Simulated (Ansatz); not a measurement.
This BaBe5H10 structure is the end of a relaxation. The cell was found from a structure generator's guess, not taken from experiment.

Computed with DFT PBE, scalar-relativistic, plane waves, PAW in Ansatz. Cutoff 420 eV, Γ-centred mesh, Gaussian smearing, no spin polarisation.

```
Ba Be H
1.0
     5.54406    0.00000    0.00000
     0.00000    5.54406    0.00000
     0.00000    0.00000    4.28635
Ba Be H
1 5 10
Direct
  0.50000 0.50000 0.00000
  0.00000 0.27097 0.56439
  0.27097 0.00000 0.43561
  0.72903 0.00000 0.43561
  0.00000 0.72903 0.56439
  0.00000 0.00000 0.00000
  0.27052 0.27052 0.50000
  0.72948 0.27052 0.50000
  0.00000 0.50000 0.38247
  0.00000 0.27231 0.90514
  0.50000 0.00000 0.61753
  0.27052 0.72948 0.50000
  0.27231 0.00000 0.09487
  0.72948 0.72948 0.50000
  0.72769 0.00000 0.09487
  0.00000 0.72769 0.90514
```

Energies over the elements count from the elements' standard structures at the same level (H₂ as a molecule), with no fitted energy shifts.

(1) Find its symmetry and describe it.

(2) What is its formation energy per atom?

(3) Is it a metal?

Results:

(1) P-4m2 (No. 115). Conventional cell: a = 5.544 Å, c = 4.286 Å. Ba has 8 H at 2.80 Å and 12 H at 3.07–3.22 Å; Be on a site of symmetry m is surrounded by 4 H at 1.46–1.52 Å; around Be on a site of symmetry -4m2 lie 4 H at 1.56 Å; around H on a site of symmetry 2 lie 2 Be at 1.52 Å, 2 H at 2.03 Å, 2 H at 2.29 Å, 2 H at 2.54 Å and 2 Ba at 2.80 Å; 2 more sites not described.

(2) −0.059 eV/atom. Whether it is stable depends on the other phases of the system, which aren't compared here.

(3) No, the gap on the 6×6×8 mesh is 0.34 eV.

The last run used a 6×6×8 mesh (in the run's order of axes) for its 16-atom cell and Gaussian smearing of 0.02 eV. Kohn–Sham gaps at this level usually fall short of measured ones. With hydrogen, zero-point motion can shift formation energies by some tens of meV/atom. Small gaps are read on the mesh alone, and bands can cross between its points. Symmetry constrained the relaxation, so the result can be a saddle point.
